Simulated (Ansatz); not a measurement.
# Calculated S-33 NMR of the central transition for Y4S3N2

Cell: a computed structure from the Materials Project (it need not be an observed phase).

```cif
data_Y4S3N2
_symmetry_space_group_name_H-M 'Pnnm'
_symmetry_Int_Tables_number 58
_cell_length_a 6.5960
_cell_length_b 14.7067
_cell_length_c 3.8275
_cell_angle_alpha 90.000
_cell_angle_beta 90.000
_cell_angle_gamma 90.000
loop_
_atom_site_label
_atom_site_type_symbol
_atom_site_symmetry_multiplicity
_atom_site_Wyckoff_symbol
_atom_site_fract_x
_atom_site_fract_y
_atom_site_fract_z
Y1 Y 4 g 0.7134 0.9365 0.5000
Y5 Y 4 g 0.7853 0.6555 0.5000
S9 S 2 a 0.5000 0.5000 0.5000
S11 S 4 g 0.7978 0.2976 0.5000
N N 4 g 0.6235 0.0839 0.5000
```

One atom of each set is listed.

All values are calculated (Ansatz; DFT, r2SCAN, plane waves and PAW, scalar-relativistic, 500 eV cutoff, Γ-centred 4×2×7 k-points, Fermi–Dirac smearing 0.02 eV), not measured.

S-33 has I = 3/2 and Q = -69.40 mb (Pyykkö 2018); at 16.4 T its Larmor frequency is ν₀ = 53.7 MHz. Only the quadrupole interaction is simulated: positions count from each site's isotropic chemical shift, and J coupling is left out, as are shift anisotropy and dipolar coupling, which fast spinning averages.

The S sites: S9 (2 atoms; 6 Y at 2.85–2.96 Å); S11 (4 atoms; 5 Y at 2.80–2.89 Å).

Fitted components of the simulated spectrum:

```tsv
component	|C_Q| (MHz)	η
A	2.25	0.81
B	4.52	0.78
```

Problem. Which site most likely gives which component?

Solution. By the calculation, A is S11, B is S9. Like point charges on the first shell alone (each adding as 1/d³) would put S11 above S9: the covalent part of each bond and the atoms beyond the first shell count as well.

Without spin–orbit coupling (the program notes it for Y) the gradients are little affected as a rule: paired runs on crystals with a gap mostly move them by under 2 % at such atoms.
